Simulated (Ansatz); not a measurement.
# Scan of one atom of the cell for SiC (zinc blende)

Relaxed SiC (zinc blende):

```xyz
2
Lattice="0.0000 2.1899 2.1899 2.1899 0.0000 2.1899 2.1899 2.1899 0.0000" Properties=species:S:1:pos:R:3 pbc="T T T"
C      3.2848     3.2848     3.2848
Si     0.0000     0.0000     0.0000
```

In each cell atom 1 (C, nearest neighbour Si at 1.896 Å; its periodic images, 3.1 Å or more away, move with it) moves by s·(0.707, 0.707, 0.000) (along Cartesian [110]), the rest being held.

The numbers are results of PBE (plane waves to 420 eV, PAW, scalar-relativistic; Ansatz, a program for electronic structure), not measurements. k mesh 10×10×10 (Γ-centred), Fermi-Dirac smearing 0.05 eV. Energies are smeared free energies. Stress and pressure are positive under compression. As the smearing reaches across the gap at some points, energies and forces of such displacements shift with the k mesh and the smearing. F∥ is the force on the atom along that direction. F⊥ is the part of the force across the line. SiC was relaxed with its symmetry unable to fall. ΔE is measured from the undisplaced structure.

| s (Å) | ΔE (meV/cell) | F∥ (eV/Å) | |F⊥| (eV/Å) | P (GPa) |
|---|---|---|---|---|
| -0.570 | 3364 | 12.966 | 12.497 | 43.9 |
| -0.456 | 2076 | 9.721 | 7.571 | 26.7 |
| -0.342 | 1133 | 6.888 | 4.082 | 14.3 |
| -0.228 | 492 | 4.397 | 1.761 | 6.1 |
| -0.114 | 121 | 2.138 | 0.433 | 1.5 |
| 0.000 | 0 | 0.000 | 0.000 | 0.0 |
| 0.114 | 121 | -2.138 | 0.433 | 1.5 |
| 0.228 | 492 | -4.397 | 1.761 | 6.1 |
| 0.342 | 1133 | -6.888 | 4.082 | 14.3 |
| 0.456 | 2076 | -9.721 | 7.571 | 26.7 |
| 0.570 | 3364 | -12.966 | 12.497 | 43.9 |

Derived quantities:

The energy at s = 0.570 Å is 3364 meV/cell and the force along the line at s = -0.570 Å is 13.0 eV/Å. The force constant k = d²E/ds² at s = 0 (finite differences) is 18.6 eV/Å². Symmetry of the curve: even: the same for both signs. Shape of the curve: a single well with its minimum at or next to zero displacement. Harmonic estimate at the end of the scan: ½ks² = 3018 meV/cell against the computed 3364 meV/cell, so the well is stiffer than harmonic there.

The 11 points together took around 50 core-seconds (rough).

(For displaced atoms, the force is minus the slope of the energy, and its curvature is a force constant, which sets phonon frequencies.)
